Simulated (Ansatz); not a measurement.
Where the states of Sn$_{2}$Ir lie

```xyz
3
Lattice="0.0000 3.1690 3.1690 3.1690 0.0000 3.1690 3.1690 3.1690 0.0000" Properties=species:S:1:pos:R:3 pbc="T T T"
Sn    1.5845    1.5845    1.5845
Sn    4.7535    4.7535    4.7535
Ir    0.0000    0.0000    0.0000
```

The conventional cell has a = 6.338 Å, b = 6.338 Å, c = 6.338 Å, α = 90.00°, β = 90.00°, γ = 90.00°. Sn (atom 1) is surrounded by 4 Ir at 2.74 Å. Around Ir (atom 3) lie 8 Sn at 2.74 Å.

The cell is COD entry 9009019, as deposited and not checked against the literature; nothing was relaxed.

Spin polarisation is left out, and whether a magnetic state lies lower isn't shown here.

No spin–orbit coupling, which matters for the heavy atoms here.

Level of theory: Ansatz 0.2.0, DFT, LDA, all-electron LAPW, scalar-relativistic.

The runs use a Γ-centred 10×10×10 k mesh, Fermi–Dirac smearing of 0.03 eV, basis error target 1 meV/atom, no spin polarisation.

Q: Where is the centre of the filled Ir 5d states between -14 eV and the top of the filled states?

A: -2.78 eV from the Fermi level.

Q: Tabulate the density of states.

A: States per eV and cell, averaged over 0.6 eV, from -5.8 to 3.6 eV, with energies (bin centres) from the Fermi level; empty bins are left out. The partial columns, the largest 3 alone, are projections on Löwdin-orthogonalised atomic shells (those that the program's projection atoms carry: the occupied ones and, for some elements, an empty d or f shell; other empty shells have no column), summed over atoms of an element. Weights on diffuse s and p shells depend on that basis and aren't pure angular character.
```
E (eV)  total  Ir 5d  Sn 5p  Sn 5s
  -5.6   0.58   0.10   0.31   0.09
  -5.0   0.71   0.15   0.40   0.07
  -4.4   2.40   1.06   1.18   0.07
  -3.8   3.16   1.62   1.32   0.09
  -3.2   2.32   1.29   0.84   0.08
  -2.6   2.94   2.26   0.53   0.03
  -2.0   4.50   3.85   0.37   0.08
  -1.4   1.79   1.12   0.43   0.13
  -0.8   2.07   1.04   0.74   0.18
  -0.2   1.58   0.53   0.81   0.14
   0.4   0.74   0.19   0.40   0.08
   1.0   0.93   0.22   0.46   0.18
   1.6   1.72   0.42   0.74   0.47
   2.2   1.08   0.28   0.46   0.27
   2.8   0.61   0.13   0.27   0.15
   3.4   1.59   0.24   0.74   0.26
```
